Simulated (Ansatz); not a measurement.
Y2MgSi2 in space group P4/mbm (No. 127; Y on 4h, Mg on 2a, Si on 4g), the program Ansatz at the PBE level (PAW), all energies at zero smearing, with the estimated change up to a 700 eV cutoff added, with one set of potentials and settings (totals compare only within such a set). Cell of 10 atoms (4 Y, 2 Mg, 4 Si): -21793.019 eV.

| element | reference phase | E (eV/atom) |
|---|---|---|
| Y | P6_3/mmc, 2 atoms in the cell | -3848.6897 |
| Mg | P6_3/mmc, 2 atoms in the cell | -1923.8027 |
| Si | Fd-3m, 2 atoms in the cell | -635.8114 |

Formation energy per atom, worked out: (-21793.019 − 4×(-3848.6897) − 2×(-1923.8027) − 4×(-635.8114))/10 = -0.741 eV/atom (-71 kJ per mol of atoms), at 0 K, without zero-point energy or fitted corrections.

The workflow started from a Materials Project entry (that database holds measured and hypothetical structures alike); the Crystallography Open Database copy checked does not list it. Its standing as an ambient phase is unchecked. Symmetry was held in the PBE relaxation; whether a distortion lowers the energy is not shown. The run is not spin-polarised. The references are the lowest solids computed at this level, not always the standard phases.

Potentials: the earlier of the program's two PAW sets.
